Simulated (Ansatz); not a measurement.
RhSb3 (space group Im-3)

```
CELL_PARAMETERS angstrom
     -4.62387     4.62387     4.62387
      4.62387    -4.62387     4.62387
      4.62387     4.62387    -4.62387
ATOMIC_POSITIONS crystal
  Sb 0.15505 0.33959 0.49465
  Sb 0.84495 0.66041 0.50535
  Sb 0.84495 0.33959 0.18454
  Sb 0.15505 0.66041 0.81546
  Sb 0.49465 0.15505 0.33959
  Sb 0.50535 0.84495 0.66041
  Sb 0.18454 0.84495 0.33959
  Sb 0.81546 0.15505 0.66041
  Sb 0.33959 0.49465 0.15505
  Sb 0.66041 0.50535 0.84495
  Sb 0.33959 0.18454 0.84495
  Sb 0.66041 0.81546 0.15505
  Rh 0.50000 0.50000 0.50000
  Rh 0.00000 0.00000 0.50000
  Rh 0.50000 0.00000 0.00000
  Rh 0.00000 0.50000 0.00000
```

Equation-of-state scan: isotropic scaling of the cell above, V₀ being its volume. The atoms relax within the cell's symmetry.

Level of theory: PBEsol (plane waves to 420 eV, PAW, scalar-relativistic; Ansatz, a first-principles code). k mesh 6×6×6 (Γ-centred), Fermi-Dirac smearing 0.05 eV. Energies are smeared free energies. Compression counts positive. At this level the bands of RhSb3 touch or barely overlap; measurements give the solid a gap. RhSb3 is run without spin polarisation. RhSb3 was relaxed with its symmetry unable to fall. Spin-orbit coupling is left out, though Sb is heavy. ΔE is measured from the relaxed starting cell. The last digit holds for this mesh only.

```tsv
V (Å³/atom)	ΔE (meV/atom)
22.243	94.9
22.655	63.6
23.067	withheld
23.479	21.3
23.891	9.2
24.303	2.2
24.715	0.0
25.127	2.1
25.538	8.1
25.950	17.6
26.362	30.3
26.774	45.9
27.186	64.1
```

**Question.** Fit a third-order Birch-Murnaghan form (E₀, V₀, B₀, B₀′ free) to the given rows and predict ΔE at V = 23.067.

**Answer.** Least squares on the 12 given rows: ΔE = E₀ + (9V₀B₀/16)·y²·[2 + (B₀′ − 4)y], y = (V₀/V)^(2/3) − 1, with V₀ = 24.713 Å³/atom, B₀ = 100.1 GPa (160.2 GPa = 1 eV/Å³; the term in eV is multiplied by 1000), B₀′ = 4.90, E₀ = 0.02 meV/atom; root-mean-square residual 0.02 meV/atom. At 23.067 the fit gives 39.2 meV/atom; the calculation gives 39.3 meV/atom, so the interpolation is off by -0.1 (-0.3 %). For the pressure the fit gives 8.2 GPa against the computed 8.2 GPa.

(A scan under strain: stresses follow from slopes of the energy per volume, elastic moduli from its curvatures.)
